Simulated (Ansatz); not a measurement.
CsCu2ICl2:
```
CsCu2ICl2
1.0
    7.55236     0.00000     0.00000
    0.00000     5.39631     0.00000
   -3.07550     0.00000     8.15860
Cs Cu I Cl
2 4 2 4
Direct
  0.32688   0.75000   0.63141
  0.67312   0.25000   0.36859
  0.11336   0.49887   0.14722
  0.88664   0.50113   0.85278
  0.88664   0.99887   0.85278
  0.11336   0.00113   0.14722
  0.20221   0.25000   0.92290
  0.79779   0.75000   0.07710
  0.13117   0.25000   0.37101
  0.86883   0.75000   0.62899
  0.61908   0.25000   0.74426
  0.38092   0.75000   0.25574
```

Relaxed with PBEsol. Special points in fractions of this cell's reciprocal vectors: Γ (0.000, 0.000, 0.000); Z (0.000, 0.500, 0.000); D (0.000, 0.500, 0.500); B (0.000, 0.000, 0.500); A (-0.500, 0.000, 0.500); E (-0.500, 0.500, 0.500); C2 (-0.500, 0.500, 0.000); Y2 (-0.500, 0.000, 0.000).

Question: List the band energies nearest the valence-band maximum at these points for PBEsol with spin–orbit coupling (plane waves, PAW; program Ansatz).

Answer: In eV from the valence-band maximum; about four levels below and three above (degenerate sets whole), none deeper than 8.9 eV; points with the same levels are listed once.

```json
[
 {"k": "Γ", "below": "-0.19 -0.19 0.00 0.00", "above": "2.04 2.04 3.23 3.23"},
 {"k": "Z", "below": "-0.19 -0.19 -0.19 -0.19", "above": "3.15 3.15 3.15 3.15"},
 {"k": "D", "below": "-0.18 -0.18 -0.18 -0.18", "above": "3.30 3.30 3.30 3.30"},
 {"k": "B", "below": "-0.29 -0.29 -0.16 -0.16", "above": "2.65 2.65 3.57 3.57"},
 {"k": "A", "below": "-0.27 -0.27 -0.11 -0.11", "above": "3.07 3.07 3.80 3.80"},
 {"k": "E", "below": "-0.19 -0.19 -0.19 -0.19", "above": "3.06 3.06 3.06 3.06"},
 {"k": "C2", "below": "-0.20 -0.20 -0.20 -0.20", "above": "2.97 2.97 2.97 2.97"},
 {"k": "Y2", "below": "-0.27 -0.27 -0.06 -0.06", "above": "2.87 2.87 3.41 3.41"}
]
```

Space group P2_1/m. The first step of the workflow began from a Materials Project structure, measured or hypothetical; the Crystallography Open Database copy checked does not list it. Its standing as an ambient phase is unchecked. The cell was relaxed with PBEsol under the symmetry of its start; its stability against distortions is not shown here. No spin polarisation was allowed.

Potentials: the later of the program's two PAW sets.
